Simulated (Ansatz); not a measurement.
Total density of states per atom from r²SCAN (plane waves, PAW; program Ansatz), in 0.25 eV bins, energy from the valence-band maximum:

```
E (eV) | states/eV/atom
    -7.85 |  0.00
    -7.60 |  0.00
    -7.35 | ## 0.07
    -7.10 | ############## 0.51
    -6.85 | ######## 0.27
    -6.60 | ###### 0.20
    -6.35 | #################### 0.69
    -6.10 | ########### 0.38
    -5.85 | ######## 0.27
    -5.60 | ######## 0.28
    -5.35 | #### 0.13
    -5.10 | ### 0.12
    -4.85 | ##### 0.19
    -4.60 | ####### 0.23
    -4.35 | ######### 0.31
    -4.10 | ########### 0.40
    -3.85 | ###### 0.20
    -3.60 | ############ 0.42
    -3.35 | ######### 0.31
    -3.10 | ################### 0.69
    -2.85 | ################### 0.69
    -2.60 | ########################### 0.96
    -2.35 | ############## 0.49
    -2.10 | ######## 0.27
    -1.85 | ##################### 0.73
    -1.60 | ############################## 1.06
    -1.35 | ######################## 0.84
    -1.10 | ############ 0.41
    -0.85 | ######## 0.29
    -0.60 | ######## 0.27
    -0.35 | ####### 0.24
    -0.10 | ## 0.07
     0.15 |  0.00
     0.40 |  0.00
     0.65 |  0.00
     0.90 |  0.01
     1.15 | ### 0.12
     1.40 | ######## 0.29
     1.65 | ########## 0.37
     1.90 | ########## 0.36
     2.15 | ########### 0.39
     2.40 | ################### 0.67
     2.65 | #################### 0.70
     2.90 | ################### 0.68
     3.15 | ########## 0.35
     3.40 | ######### 0.30
     3.65 | ################### 0.67
     3.90 | ############## 0.49
     4.15 | ############## 0.48
     4.40 | ################## 0.63
     4.65 | ##################### 0.74
     4.90 | ################# 0.60
     5.15 | ######################### 0.88
     5.40 | ############### 0.52
     5.65 | ################ 0.55
```

Task: Which of these materials gives this?
A) ZnGaNO, P3m1 (Pearson symbol hP8)
B) GaP, zinc blende
C) GaAs, Pm-3n (Ga on 6c, As on 6d)
D) ZnGaNO, P3m1 (Pearson symbol hP16)

Result: C, GaAs, Pm-3n (Ga on 6c, As on 6d). Top 1 eV of the valence band: As 4p 73 %, Ga 4p 23 %. Bottom 1 eV of the conduction band: Ga 4p 37 %, Ga 4s 26 %, As 4p 23 %, As 4s 9 %, outside the projected shells 5 %. Projections are on Löwdin-orthogonalised atomic valence shells; empty p or d shells of many metals are not among them.

The start of the workflow was typed in or built on a structure type; neither database checked (COD, Materials Project) lists it. It is not the phase usual at ambient conditions (space group No. 216). The cell was relaxed with r²SCAN under the symmetry of its start; whether a distortion lowers the energy is not shown. The volume moved by 22 % from the start of the relaxation. Spin–orbit coupling is left out wherever it is not named.

Potentials: the earlier of the program's two PAW sets.
